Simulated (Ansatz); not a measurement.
Data:

Relaxed Bi2Se3 (Bi2Te3 type, space group R-3m):

```
Bi2Se3
1.0
    2.07216     1.19636     9.48267
   -2.07216     1.19636     9.48267
    0.00000    -2.39272     9.48267
Bi Se
2 3
Cartesian
  0.00000   0.00000  11.40408
  0.00000   0.00000  17.04394
  0.00000   0.00000   0.00000
  0.00000   0.00000   5.98894
  0.00000   0.00000  22.45907
```

In this cell atom 3 (Se, nearest neighbour Bi at 3.069 Å; its periodic images, 4.1 Å or more away, move with it) is moved by s towards the nearest neighbour, unit vector (-0.675, -0.390, 0.626); all other atoms and the cell stay fixed.

Computed with PBE-D3(BJ) (plane waves to 420 eV, PAW, scalar-relativistic; Ansatz, a program for electronic structure). k mesh 8×8×8 (Γ-centred), Fermi-Dirac smearing 0.05 eV. E stands for the smeared free energy. Bi2Se3 was relaxed with its symmetry unable to fall. Spin-orbit coupling is left out, though Bi is heavy. The zero of ΔE is the undisplaced structure.

The scan covers s from -0.610 to 0.610 Å in 11 points.

### Question
Is this a single well or a double well?

### Answer
A single well with its minimum at or next to zero displacement.

### Question
Is the energy the same for equal positive and negative displacements?

### Answer
Even: the same for both signs. With its periodic images moving along, the atom's site symmetry in this cell is -3m.

### Question
What force acts on the atom along the line at s = -0.610 Å?

### Answer
4.63 eV/Å.

### Question
What is the energy change at s = 0.610 Å?

### Answer
1060 meV/cell.

### Question
What is the force constant k = d²E/ds² of this move at s = 0?

### Answer
3.96 eV/Å².

(For displaced atoms, the force is minus the slope of the energy, and its curvature is a force constant, which sets phonon frequencies.)
